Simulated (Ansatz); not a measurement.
**Pressure against volume: CuAu**

```xyz
2
Lattice="2.8000 0.0000 0.0000 0.0000 2.8000 0.0000 0.0000 0.0000 3.6700" Properties=species:S:1:pos:R:3 pbc="T T T"
Cu    1.4000    1.4000    1.8350
Au    0.0000    0.0000    0.0000
```

The cell is COD entry 9004223, as deposited and not checked against the literature; nothing was relaxed.

Spin–orbit coupling is left out, though it moves levels of the heavy atoms by tenths of an eV or more.

Levels of theory: DFT, PBEsol, all-electron LAPW, scalar-relativistic (Ansatz 0.2.0); DFT, PBEsol, PAW with Ansatz's default frozen-core files, scalar-relativistic (Ansatz 0.2.0).

For LAPW: a Γ-centred 13×13×10 k mesh, Fermi–Dirac smearing of 0.05 eV, basis error target 0.25 meV/atom, no spin polarisation. PAW takes a cutoff of 420 eV at this cell (files made with PBE, cores remade for this functional). The Ansatz runs share mesh, smearing and spin set-up. Plane-wave (PAW) pressures include the program's estimate of the Pulay term.

The cell above is scaled evenly, with fractional coordinates and shape held.

```
V/V(cell)  V (Å³/atom)  P, LAPW (GPa)  P, PAW (GPa)
   0.9400       13.523           9.78          9.80
   0.9600       13.811              ?             ?
   0.9800       14.099           1.42          1.42
   0.9900       14.243          -0.36         -0.35
   1.0000       14.386          -2.02         -2.02
   1.0100       14.530          -3.58         -3.57
   1.0200       14.674          -5.03         -5.03
   1.0400       14.962          -7.67         -7.67
   1.0600       15.250          -9.97         -9.97
```

(1) Fill in the row V/V(cell) = 0.9600.

(2) What do Birch–Murnaghan fits to the pressures give?

## Answers

(1) P, LAPW (GPa) = 5.33, P, PAW (GPa) = 5.34.

(2) LAPW: V0 = 14.21 Å³/atom, B0 = 172 GPa, B0′ = 5.5; PAW: V0 = 14.21 Å³/atom, B0 = 172 GPa, B0′ = 5.5.
